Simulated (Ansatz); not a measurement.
VBiO₄:
```
CELL_PARAMETERS angstrom
      3.80889     2.72136     0.00000
     -3.80889     2.72136     0.00000
     -2.93455     0.00000     4.34792
ATOMIC_POSITIONS crystal
  V  0.36078 0.36078 0.00000
  Bi 0.92460 0.92460 0.50000
  O  0.06198 0.32073 0.66056
  O  0.73459 0.34741 0.03631
  O  0.34741 0.73459 0.96369
  O  0.32073 0.06198 0.33944
```

Relaxed with PBEsol. Special points in fractions of this cell's reciprocal vectors: Γ (0.000, 0.000, 0.000); C (0.436, 0.436, 0.000); C2 (-0.436, 0.564, 0.000); Y2 (-0.500, 0.500, 0.000); M2 (-0.500, 0.500, 0.500); D (-0.285, 0.715, 0.500); D2 (0.285, 0.285, 0.500); A (0.000, 0.000, 0.500); L2 (0.000, 0.500, 0.500); V2 (0.000, 0.500, 0.000).

Question: List the band energies nearest the valence-band maximum at these points for DFT-PBEsol in the program Ansatz with PAW potentials.

Answer: In eV from the valence-band maximum; about four levels below and three above (degenerate sets whole), none deeper than 8.9 eV; points with the same levels are listed once.

```tsv
k	below	above
Γ	-1.89 -1.79 -1.19 -1.18	3.72 3.93 4.46
C	-1.12 -0.64 -0.61 -0.04	3.34 3.71 4.26
Y2	-1.12 -0.67 -0.64 0.00	3.35 3.77 4.36
M2	-1.14 -0.63 -0.43 -0.02	2.81 3.39 4.35
D	-1.13 -0.91 -0.84 -0.30	3.15 3.73 4.59
A	-1.30 -1.30 -1.17 -0.72 -0.20	3.07 3.72 4.36
L2	-1.20 -1.08 -0.82 -0.52	3.51 3.76 4.52
V2	-1.25 -0.70 -0.53 -0.31	2.95 3.66 4.37
```

The workflow started from a Materials Project entry (that database holds measured and hypothetical structures alike); the Crystallography Open Database copy checked does not list it. It is not the phase usual at ambient conditions (space group No. 88). The PBEsol relaxation kept the symmetry of its start; whether a distortion lowers the energy is not shown. The run is not spin-polarised. No Hubbard U is applied. Spin–orbit coupling is left out wherever it is not named.

Potentials: the later of the program's two PAW sets.
